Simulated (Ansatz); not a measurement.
A plane-wave DFT run in Ansatz 0.2.0 (scalar-relativistic PAW potentials unless the input names others): input and command.

```yaml
crystal:
  lattice:
    - [3.1993807983, -4.6165069924, 0.0]
    - [3.2112406683, 4.624243404, 0.0]
    - [0.0, 0.0, 4.4635898808]
  atoms:
    - { symbol: Ta, position: [0.2454574988, 0.2595178412, 0.5082133858] }
    - { symbol: Ta, position: [0.2452958599, 0.7616397332, 0.498266474] }
    - { symbol: Ta, position: [0.7391975952, 0.2558270648, 0.5082133858] }
    - { symbol: Ta, position: [0.7393592341, 0.7537051728, 0.498266474] }
    - { symbol: Re, position: [-0.0146306036, -0.0108277741, -0.007092006] }
    - { symbol: Re, position: [-0.0007143024, 0.5261726801, -0.007092006] }
    - { symbol: Re, position: [0.4934485538, 0.0108270254, -0.0003308974] }
    - { symbol: Re, position: [0.4912065402, 0.5045178806, -0.0003308974] }
    - { symbol: H, position: [-0.007672453, 0.257672453, 0.2241083094] }
basis:
  ecutwfc: 500
  xc_grid: 1
kpoints:
  mp_grid: { grid: [6, 6, 8] }
hamiltonian:
  xc: r2scan
scf:
  occupations: { method: gaussian, width: 0.1 }
output:
  forces: true
  eigenvalues: true
  stress: true
```

```bash
ansatz run input.yaml --threads 2 --pin off --max-ram 5120MiB --backend cpu --events-out ev --progress --plain --runs-dir out
```

Abridged log:
```
Basis set: ecut = 500 eV, 3343 PW (Γ)
Bands: 68, of which v1, the nominal top of the filled ones, is band 57 counted from 1 (56 counted from 0)
Symmetry: 2 space group operations
k-points: 100 of 288 (time reversal used)
SCF iter   1: F=—  HF=-83317.682087 eV  |F-HF|=—  |Δ(HF+E_count)|=         —  Δρ=1.09e-2  dr2=2.80e-1  dr2_τ=4.03e-1  ethr=1.77e-3  ⟨swp⟩=4.8  Hψ=22867  notcnv=0
SCF iter   2: F=—  HF=-83317.795652 eV  |F-HF|=—  |Δ(HF+E_count)|=   1.14e-1  Δρ=5.64e-3  dr2=2.18e-2  dr2_τ=1.24e-2  ethr=2.48e-4  ⟨swp⟩=2.1  Hψ=9842  notcnv=0  defer=108
SCF iter   3: F=—  HF=-83317.800871 eV  |F-HF|=—  |Δ(HF+E_count)|=   5.22e-3  Δρ=2.88e-3  dr2=9.08e-3  dr2_τ=1.08e-3  ethr=1.93e-5  ⟨swp⟩=2.0  Hψ=8537  notcnv=0  defer=108
SCF iter   4: F=—  HF=-83317.802163 eV  |F-HF|=—  |Δ(HF+E_count)|=   1.29e-3  Δρ=4.15e-4  dr2=3.14e-4  dr2_τ=5.98e-5  ethr=8.04e-6  ⟨swp⟩=2.0  Hψ=8856  notcnv=0  defer=108
SCF iter   5: F=—  HF=-83317.802153 eV  |F-HF|=—  |Δ(HF+E_count)|=   9.56e-6  Δρ=2.23e-4  dr2=1.27e-4  dr2_τ=3.17e-5  ethr=2.78e-7  ⟨swp⟩=2.0  Hψ=8834  notcnv=0  defer=108
SCF iter   6: F=—  HF=-83317.802134 eV  |F-HF|=—  |Δ(HF+E_count)|=   1.95e-5  Δρ=4.75e-5  dr2=6.07e-6  dr2_τ=8.59e-7  ethr=1.12e-7  ⟨swp⟩=2.0  Hψ=8730  notcnv=0  defer=108
SCF iter   7: F=—  HF=-83317.802043 eV  |F-HF|=—  |Δ(HF+E_count)|=   9.04e-5  Δρ=1.56e-5  dr2=2.49e-7  dr2_τ=6.61e-8  ethr=5.37e-9  ⟨swp⟩=2.0  Hψ=8885  notcnv=0  defer=111
SCF iter   8: F=-83317.802044 eV  HF=-83317.802044 eV  |F-HF|=7.28e-9  |Δ(HF+E_count)|=   2.07e-7  Δρ=5.03e-6  dr2=2.92e-8  dr2_τ=5.25e-9  ethr=8.85e-11  ⟨swp⟩=10.6  Hψ=26631  notcnv=0
SCF 1 converged in 8 iterations: F = -83317.802044 eV  dr2 = 2.92e-8
SCF converged after 8 iterations
Free energy (F): -83317.802044 eV
Harris-Foulkes:  -83317.802044 eV  (|F-HF|=7.28e-9)
Internal energy: -83317.777265 eV  (E = F + TS)
E sigma→0 (E₀):  -83317.789654 eV
Entropy (-TS):   -0.024778 eV (-2.753 meV/atom)
Fermi energy:    21.423518 eV
--- Forces (eV/Å), atoms counted from 1 ---
  atom   1  Ta    -0.01727163    -0.00023432     0.00054855
  atom   2  Ta     0.00767603    -0.00645439     0.00070032
  atom   3  Ta     0.01727163     0.00023432     0.00054855
  atom   4  Ta    -0.00767603     0.00645439     0.00070032
  atom   5  Re     0.02376325    -0.00573699     0.00409098
  atom   6  Re    -0.02376325     0.00573699     0.00409098
  atom   7  Re    -0.00235351     0.00541207    -0.00182924
  atom   8  Re     0.00235351    -0.00541207    -0.00182924
  atom   9  H      0.00000000     0.00000000    -0.00275457
--- Stress (GPa, compression-positive) ---
        0.076929       0.018030       0.000000
        0.018030      -0.085093       0.000000
        0.000000       0.000000      -0.062722
  P = ⅓ Tr σ = -0.0236 GPa (-0.236 kbar)
```

Apart from outputs, empty bands and the relaxation, which only the reference makes, the input differs from a reference run on usual settings in basis.xc_grid: not typed → 1. The reference, at the same geometry, ended its own course with pressure -0.03 GPa, largest force 0.019 eV/Å, no gap on the mesh. This run converged in 8 SCF iterations with an energy at zero smearing 0.07 meV/atom below the reference's, pressure -0.02 GPa, largest force 0.025 eV/Å, no gap on the mesh.

The run took 77 s on 2 threads of Arm Neoverse V1, with other jobs on the host, peak memory 0.99 GiB.